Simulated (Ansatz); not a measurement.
SrTiS2 in space group P-3m1 (No. 164; S on 2d, Ti on 1a, Sr on 1b), plane-wave PAW PBE+D3(BJ) (Ansatz code), all energies at zero smearing, with the estimated change up to a 700 eV cutoff added, with one set of potentials and settings (totals compare only within such a set). Cell of 4 atoms (2 S, 1 Ti, 1 Sr): -7855.522 eV.

```
element              reference phase  E (eV/atom)
-------  ---------------------------  -----------
S         Fddd, 32 atoms in the cell    -902.2562
Ti       P6/mmm, 3 atoms in the cell   -2500.3009
Sr        Fm-3m, 1 atoms in the cell   -3544.4219
```

Formation energy per atom, worked out: (-7855.522 − 2×(-902.2562) − 1×(-2500.3009) − 1×(-3544.4219))/4 = -1.572 eV/atom (-152 kJ per mol of atoms), at 0 K, without zero-point energy or fitted corrections.

A made-up cell: these elements were put on the sites of a structure type; neither database checked (COD, Materials Project) lists it. Its standing as an ambient phase is unchecked. Symmetry was held in the PBE+D3(BJ) relaxation; of distortions, only those at the zone centre were tested. No spin polarisation was allowed. The references are the lowest solids computed at this level, not always the standard phases.

Potentials: the later of the program's two PAW sets.
